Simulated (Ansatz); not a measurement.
Relaxed-ion elastic tensor of Mg₂Sn (cubic Laves (MgCu2 type), Fd-3m) in GPa (Voigt order), the program Ansatz at the PBEsol level (PAW); density 3.98 g/cm³, 23.29 Å³ per atom.

|  | 1 | 2 | 3 | 4 | 5 | 6 |
|---|---|---|---|---|---|---|
| 1 | 50.0 | 37.4 | 37.4 | 0.0 | 0.0 | 0.0 |
| 2 | 37.4 | 50.0 | 37.4 | 0.0 | 0.0 | 0.0 |
| 3 | 37.4 | 37.4 | 50.0 | 0.0 | 0.0 | 0.0 |
| 4 | 0.0 | 0.0 | 0.0 | 18.7 | 0.0 | 0.0 |
| 5 | 0.0 | 0.0 | 0.0 | 0.0 | 18.7 | 0.0 |
| 6 | 0.0 | 0.0 | 0.0 | 0.0 | 0.0 | 18.7 |

Question: Is the crystal mechanically stable?

Answer: Yes: the smallest eigenvalue of C is 12.6 GPa.

Question: Work out the Voigt, Reuss and Hill averages.

Answer: K_V = 41.6, K_R = 41.6, K_H = 41.6; G_V = 13.7, G_R = 10.5, G_H = 12.1 GPa.

Question: Give Young's modulus, Poisson's ratio, Pugh's ratio and the universal anisotropy index.

Answer: E = 9KG/(3K + G) = 33.1 GPa; ν = 0.37; K/G = 3.43 (ductile by the Pugh limit of 1.75); A_U = 5G_V/G_R + K_V/K_R − 6 = 1.56.

Question: Estimate the sound speeds and the Debye temperature.

Answer: v_l = √((K + 4G/3)/ρ) = 3810 m/s, v_t = √(G/ρ) = 1750 m/s, mean 1970 m/s; Θ = (h/k)(3n/4πV)^(1/3) v_m = 205 K.

Question: Give the Zener ratio and Young's modulus along [100], [110] and [111].

Answer: A = 2C44/(C11 − C12) = 2.96; 1/E = S11 − 2(S11 − S12 − S44/2)Γ with Γ = 0, 1/4, 1/3 gives 18.0, 34.2, 48.8 GPa.

Question: Solve the Christoffel equation for the three sound speeds along [100], [110], [111].

Answer: Eigenvalues of C_ijkl n_j n_l equal ρv². In km/s, slowest first: [100] 2.17, 2.17, 3.55; [110] 1.26, 2.17, 3.96; [111] 1.62, 1.62, 4.09.

The workflow started from an entry of the Crystallography Open Database (COD), which files this formula under 2 space groups. Its standing as an ambient phase is unchecked. The cell was relaxed with PBEsol under the symmetry of its start; its stability against distortions is not shown here. The volume moved by 81 % from the start of the relaxation. As this level gives no gap, shear constants depend on the k-mesh and smearing (Fermi–Dirac, 0.1 eV here). Spin–orbit coupling is left out wherever it is not named.

Potentials: the later of the program's two PAW sets.
